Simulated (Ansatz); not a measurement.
**ZnCu: the volume at rest**

ZnCu in the CsCl structure, starting from this typed cell of 12.97 Å³ an atom.

```xyz
2
Lattice="2.9600 0.0000 0.0000 0.0000 2.9600 0.0000 0.0000 0.0000 2.9600" Properties=species:S:1:pos:R:3 pbc="T T T"
Cu    0.0000    0.0000    0.0000
Zn    1.4800    1.4800    1.4800
```

Settings of the Ansatz calculation: k mesh 6×6×6; Fermi–Dirac smearing of 0.1 eV; no spin. Cell and atoms are relaxed to zero stress with the symmetry kept and no dispersion correction.

Caveats: coarse k mesh.

Problem. What volume results under PBE, and how much do the potentials matter?

Solution. 
```
functional                                  potentials  cutoff (eV)  volume (Å³/atom)  change (%)
       PBE  all-electron PAW datasets (no frozen core)          340             13.08         0.9
       PBE                        Ansatz hand-made PAW          700             13.08         0.9
       PBE                  PseudoDojo norm-conserving         1252             13.06         0.7
       PBE                      Ansatz norm-conserving         1252             13.08         0.9
```
